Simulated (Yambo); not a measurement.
G0W0@LDA for AlP (wurtzite, space group P6_3mc, No. 186) in Yambo. Reference settings: 6×6×2 Γ-centred k mesh, 179 bands and a 10 Ry block in the screening, 179 bands in G with the Bruneval-Gonze terminator, plasmon pole fitted at 27.2 eV. The LDA gap Γ → M on this mesh is 1.79 eV; G0W0 gaps are taken between the same points.

```json
[
 {"change from the reference": "reference settings", "G0W0 gap Γ → M (eV)": "2.80", "shift of the valence edge (eV)": "-0.84"},
 {"change from the reference": "58 bands in W, 58 bands in G, 4 Ry block, no terminator", "G0W0 gap Γ → M (eV)": "2.56", "shift of the valence edge (eV)": "-0.26"},
 {"change from the reference": "93 bands in W, 93 bands in G, no terminator", "G0W0 gap Γ → M (eV)": "[?]", "shift of the valence edge (eV)": "-0.57"},
 {"change from the reference": "exchange cut at 5 Ry", "G0W0 gap Γ → M (eV)": "2.72", "shift of the valence edge (eV)": "-0.71"},
 {"change from the reference": "33 bands in W, 33 bands in G, 6 Ry block", "G0W0 gap Γ → M (eV)": "2.73", "shift of the valence edge (eV)": "-0.30"},
 {"change from the reference": "2 Ry block", "G0W0 gap Γ → M (eV)": "2.42", "shift of the valence edge (eV)": "-0.28"},
 {"change from the reference": "58 bands in W, 58 bands in G, 6 Ry block", "G0W0 gap Γ → M (eV)": "2.72", "shift of the valence edge (eV)": "-0.53"},
 {"change from the reference": "58 bands in W, 58 bands in G, 8 Ry block", "G0W0 gap Γ → M (eV)": "[?]", "shift of the valence edge (eV)": "-0.57"}
]
```

Problem. Estimate the withheld gaps from the other rows; the computed values follow.

Solution. 
- 93 bands in W, 93 bands in G, no terminator, G0W0 gap Γ → M (eV): 2.70
- 58 bands in W, 58 bands in G, 8 Ry block, G0W0 gap Γ → M (eV): 2.76

The reference isn't shown to be the converged limit.

Geometry relaxed with LDA; primitive cell a = 3.8310 Å, b = 3.8310 Å, c = 6.2871 Å, α = 90.00°, β = 90.00°, γ = 120.00°.

This is not the ordinary phase of the substance; no match was found in the copy of COD used, and its stability was not checked.

A shift is the quasiparticle energy of the state minus its LDA energy.
